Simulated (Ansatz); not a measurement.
Q: Name crystals whose computed values (r²SCAN+D4 (plane waves, PAW; program Ansatz)) fall in these windows: electron conductivity mass (mₑ) 1.1 to 1.3; B₀ by P(V) fit (GPa) 15 to 19; gap (eV) 2.3 to 2.7.

A: 

```csv
crystal,electron conductivity mass (mₑ),B₀ by P(V) fit (GPa),gap (eV)
"MnBr2, R-3m (Mn on 3a, Br on 6c)",1.2,16.6,2.51
```
Others may fit too.

Spin orders computed, not proven ground states: MnBr2, R-3m (Mn on 3a, Br on 6c) ferromagnetic. Standing as an ambient phase not checked: MnBr2, R-3m (Mn on 3a, Br on 6c). The cell was relaxed under the symmetry of its start. Spin–orbit coupling is left out wherever it is not named.

Potentials: the later of the program's two PAW sets.
